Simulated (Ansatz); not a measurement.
Method: Ansatz 0.2.0, DFT PBE, scalar-relativistic, plane waves, PAW, and for the lanthanide a 4f-in-core norm-conserving potential. Settings: cutoff 690 eV, Γ-centred meshes spaced at most about 0.3 Å⁻¹, and about 0.25 Å⁻¹ or finer for metals (2π included), Gaussian smearing. No spin polarisation in the final relaxations.

All energies are static (0 K, no zero-point motion).

Compare these two cells of Tm₃ZrO, each relaxed at this level.

A.

```
Tm Zr O
1.0
     6.37198    0.00000    0.00000
     0.00000    6.37198    0.00000
     0.00000    0.00000    3.92770
Tm Zr O
3 1 1
Cartesian
  0.0000 3.1860 0.0000
  3.1860 0.0000 0.0000
  0.0000 0.0000 0.0000
  3.1860 3.1860 0.0000
  3.1860 3.1860 1.9638
```

B.

```
Tm Zr O
1.0
     6.70571    0.00000    0.00000
    -3.35285    5.80731    0.00000
     0.00000    0.00000    3.93599
Tm Zr O
3 1 1
Direct
  0.50000 0.00000 0.50000
  0.00000 0.50000 0.50000
  0.50000 0.50000 0.50000
  0.00000 0.00000 0.50000
  0.00000 0.00000 0.00000
```

Problem. Which form is favoured at zero pressure, and by what margin per atom?

Solution. B is lower, by 221 meV/atom. A has space group P4/mmm (No. 123), 31.9 Å³/atom and no gap on its mesh; B has space group P6/mmm (No. 191), 30.7 Å³/atom and no gap. Counting Tm or Zr atoms around O (for each partner element, those within 1.25 times its shortest distance or 1.15 times the sum of covalent radii, where it is the nearest in units of that sum or under 1.3), A and B both have O 2. The denser one is the lower, and pressure would at first widen the difference. Both come from invented guesses. A third cell relaxed alike, in Pm-3m, lies 0.95 eV/atom below the lower of the two.

A magnetic state wasn't ruled out in cells without spin, among them P6/mmm. Cells relaxed within their symmetry can be saddle points.

The lanthanide is trivalent by construction, without f bands, f moments or other valences.
